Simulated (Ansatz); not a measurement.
**CsCd4As3: reading a single point**

```
CELL_PARAMETERS angstrom
4.45208 -0.00431 0.05228
-0.00431 4.53378 0.00321
0.12535 0.00770 10.84108
ATOMIC_POSITIONS crystal
Cs 0.01187 0.00982 0.49934
Cd 0.99138 0.52312 0.16373
Cd 0.49454 0.99175 0.15843
Cd 0.99143 0.47211 0.83921
Cd 0.47604 0.96859 0.83057
As 0.51524 0.49125 0.30330
As 0.48082 0.50849 0.70890
As 0.99880 0.99741 0.99757
```

Method: m-r2SCAN, no spin polarisation; PAW, plane waves to 500 eV, 4×4×2 Γ-centred mesh, fermi-dirac occupations (width 0.1 eV) (Ansatz 0.2.0), atoms fixed.

(1) Metal or insulator? Give the gap.

(2) What is the formation energy?

(3) What do density and ELF say about some of the short contacts?

(4) Where is the largest force?

(5) Is the cell too large or too small?

Origin: a strained cell with displaced atoms, so it need not be a known compound. Caveats: atoms or cell far from equilibrium; m-r2SCAN is r2SCAN with a changed spin dependence that lowers moments.

## Answers

(1) The gap is 0.67 eV, direct at the points sampled. A semilocal functional usually gives too small a gap.

(2) -0.31 eV an atom against the elements' usual phases (free molecules for gases, crystals otherwise, with no correction for O₂ or N₂), so it is bound against them; other compounds may still compete. Relaxing would lower it.

(3) Cd–As at 2.47 Å: least valence density 0.49 e/Å³ and ELF 0.38 there. Cd–Cd at 3.07 Å: least valence density 0.16 e/Å³ and ELF 0.17 there. Cs–As at 3.75 Å: least valence density 0.06 e/Å³ and ELF 0.06 there, a closed-shell (ionic or weak) contact. Both are smooth PAW fields, read partly inside the augmentation spheres.

(4) The largest is on As7: 1.69 eV/Å, components (0.57, -1.10, -1.14). It makes 156° with the line to a nearest neighbour, Cd5 at 2.47 Å, pointing away from it.

(5) The pressure is 2.1 GPa (compression positive), so with the atoms held at these fractions the cell would first expand; the forces are large, so a full relaxation may end otherwise. The principal stresses 0.2, 2.1, 4.0 GPa differ, so its shape would change too.
